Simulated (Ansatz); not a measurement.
## What DFT gives for TaF3

```
CELL_PARAMETERS angstrom
3.93325 0.00000 0.00000
0.00000 3.93325 0.00000
0.00000 0.00000 3.93325
ATOMIC_POSITIONS crystal
Ta 0.00000 0.00000 0.00000
F 0.50000 0.00000 0.00000
F 0.00000 0.50000 0.00000
F 0.00000 0.00000 0.50000
```

Level: r2SCAN, no spin polarisation; 500 eV; 9×9×9 Γ-centred mesh; fermi-dirac occupations (width 0.0573 eV); Ansatz 0.2.0, fixed geometry.

**Question.** What does the stress say?

**Answer.** The pressure is 17.4 GPa (compression positive), so with the atoms held at these fractions the cell would first expand.

**Question.** Is there a gap?

**Answer.** It is a metal, with about 2.7 states/eV a cell as the mean within 0.25 eV of the Fermi level, mostly Ta d (84 %).

**Question.** How is the charge shared?

**Answer.** Bader charges in e: Ta +2.33, F -0.78. In the mean Ta gives up most and F takes most.

**Question.** What is the formation energy?

**Answer.** -2.48 eV an atom against the elements' usual phases (free molecules for gases, crystals otherwise, with no correction for O₂ or N₂), so it is bound against them; other compounds may still compete. Relaxing would lower it.

**Question.** What do density and ELF say about some of the short contacts?

**Answer.** Ta–F at 1.97 Å: least valence density 0.70 e/Å³ and ELF 0.10 there. Both are smooth PAW fields, read partly inside the augmentation spheres.

Origin: a database entry at a rescaled volume. Caveats: many states at the Fermi level without spin polarisation, so a magnetic state may lie lower; atoms or cell far from equilibrium.
